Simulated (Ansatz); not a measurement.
Sc (fcc, Cu type)

```yaml
crystal:
  lattice:
    - [0.00000, 2.27638, 2.27638]
    - [2.27638, 0.00000, 2.27638]
    - [2.27638, 2.27638, 0.00000]
  atoms:
    - { symbol: Sc, position: [0.00000, 0.00000, 0.00000] }
```

The slice is a {100} plane (indices of the conventional cell) through the point (0.000, 0.000, 0.000) (fractional), spanned by u = [100] and v = [0 1 -1] in vectors of this cell: u (3.22 Å) and v (3.22 Å, at 90° to u). It covers one period; positions are fractions (u, v).

Method: PBEsol (plane waves to 420 eV, PAW, scalar-relativistic; Ansatz, a quantum-chemistry and plane-wave program). k mesh 18×18×18. Near the nuclei the fields are pseudised (PAW); where an atom keeps semicore shells as valence, they peak there. Sc is run without spin polarisation. Sc was relaxed with its symmetry unable to fall. This is one of several known forms of Sc; the measured ambient cells at hand have space group No. 194.

Task: What is the ELF at the midpoint of the shortest Sc–Sc line in this plane (3.22 Å)?

Result: 0.24.

Task: What is the valence density on the shortest Sc–Sc line in this plane (3.22 Å), at its midpoint?

Result: 0.12 e/Å³.

Task: Sketch the electron localisation function (ELF) on this plane as a map.

Result: 
```tsv
v \ u	0.00	0.11	0.21	0.32	0.43	0.54	0.64	0.75	0.86	0.96
0.96	x	x	0.71	0.14	0.16	0.22	0.09	0.56	x	x
0.86	x	0.74	0.52	0.09	0.22	0.30	0.10	0.30	0.73	x
0.75	0.58	0.42	0.12	0.13	0.42	0.49	0.21	0.09	0.30	0.56
0.64	0.09	0.09	0.15	0.39	0.64	0.68	0.49	0.21	0.10	0.09
0.54	0.21	0.26	0.42	0.62	0.74	0.76	0.68	0.49	0.30	0.22
0.43	0.15	0.19	0.34	0.58	0.72	0.74	0.64	0.42	0.22	0.16
0.32	0.15	0.11	0.10	0.28	0.58	0.62	0.39	0.13	0.09	0.14
0.21	0.72	0.62	0.21	0.10	0.34	0.42	0.15	0.12	0.52	0.71
0.11	x	x	0.62	0.11	0.19	0.26	0.09	0.42	0.74	x
0.00	x	x	0.72	0.15	0.15	0.21	0.09	0.58	x	x
```

Values: electron localisation function (ELF). Points within 0.5 Å of a nucleus are blanked (x), as the pseudised field means little there.
